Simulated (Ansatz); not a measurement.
Zr$_{4}$Al$_{3}$ in space group P6/mmm (No. 191; Zr on 2e, Zr on 2d, Al on 3f) at seven volumes, r²SCAN (plane waves, PAW; program Ansatz), shape and atoms relaxed at each. One row is withheld.

| V (Å³/atom) | P (GPa) |
|---|---|
| 17.946 | 12.68 |
| 18.538 | 7.84 |
| 19.130 | 3.64 |
| 19.721 | -0.01 |
| 20.313 | -3.17 |
| 20.905 | ? |
| 21.496 | -8.27 |

Task: Fit the shown pressures and predict the withheld one.

Result: Third-order Birch–Murnaghan: P = (3/2)B₀(x^(7/2) − x^(5/2))[1 + (3/4)(B′ − 4)(x − 1)] with x = (V₀/V)^(2/3). Least squares on the six rows gives V₀ = 19.720 Å³/atom, B₀ = 112.8 GPa, B′ = 3.74. At V = 20.905, x = 0.9618 and P = -5.90 GPa. The run itself gave -5.90 GPa.

The workflow started from a Materials Project entry (that database holds measured and hypothetical structures alike); the Crystallography Open Database copy checked does not list it. Its standing as an ambient phase is unchecked. The r²SCAN relaxation kept the symmetry of its start; whether a distortion lowers the energy is not shown. The run is not spin-polarised.

Potentials: the later of the program's two PAW sets.
